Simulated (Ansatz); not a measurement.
This In₂S structure is the end of a relaxation. The cell was found from a structure generator's guess, not taken from experiment.

The calculation used Ansatz, DFT PBE, scalar-relativistic, plane waves, PAW. Cutoff 420 eV, Γ-centred mesh, Gaussian smearing, no spin polarisation.

The sheet is periodic along a and b; c holds vacuum.

```
In S
1.0
     5.39784    0.00000    0.00000
    -2.69892    4.67467    0.00000
     0.00000    0.00000   23.80000
In S
2 1
Direct
  0.33333 0.66667 0.29412
  0.66667 0.33333 0.29412
  0.00000 0.00000 0.29412
```

The zero of energy is the elements' standard structures at the same level; no fitted shifts are applied.

**Question.** What layer group does it have?

**Answer.** p6/mmm (No. 80). In-plane cell: a = 5.398 Å, b = 5.398 Å, γ = 120.0°, thickness 0.00 Å between the outermost nuclei. In at height 0.00 Å has 3 S at 3.12 Å and 3 In at 3.12 Å; S at height 0.00 Å has 6 In at 3.12 Å.

**Question.** What is its formation energy per atom?

**Answer.** +0.23 eV/atom. The separate elements lie lower, so it is unstable against them.

**Question.** Is it a metal?

**Answer.** There is no gap on the 12×12×1 mesh, but valence and conduction bands overlap by only 0.05 eV, so at this level it is a semimetal.

The last run used a 12×12×1 mesh for its 3-atom cell and Gaussian smearing of 0.10 eV. The zero gap may come from the functional, which often closes small gaps, or the cell may be a true semimetal. The reference form of S is held partly by dispersion forces, which this level lacks. Symmetry constrained the relaxation, so the result can be a saddle point.
